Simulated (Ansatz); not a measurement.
A generated cell, not matched to a known phase here, of Na₂Li: P-3m1 (No. 164), hP3; a = b = 5.6637 Å, c = 3.4592 Å, α = β = 90.00°, γ = 120.00°; Na 2d (0.333, 0.667, 0.175); Li 1b (0.000, 0.000, 0.500). The numbers are results of r2SCAN (plane waves to 500 eV, PAW, scalar-relativistic; Ansatz, a program for electronic structure), not measurements. Element references, the lowest calculated here: Li (Fm-3m, not the ambient form), Na (P6₃/mmc, not the ambient form).

### Question
What is the computed formation energy of this P-3m1 form of Na2Li from the elements (r2SCAN)?

### Answer
0.04 eV/atom.

### Question
How does this cell stand against the other phases calculated?

### Answer
It lies 0.04 eV/atom above their hull: Na2Li → Li + 2 Na (Li Fm-3m, Na P6₃/mmc) releases that much. A lower structure of this composition may exist.

Hull of the energies calculated here, no anion corrections, zero temperature, no zero-point energy; an uncalculated phase could lie lower. Values are rounded to 0.01 eV/atom. Not shown to be the ambient phase of their composition (a lower form may be missing, and a cell relaxed within its start's symmetry can be a saddle point): Na2Li (P-3m1). The compounds carry no spin polarisation.
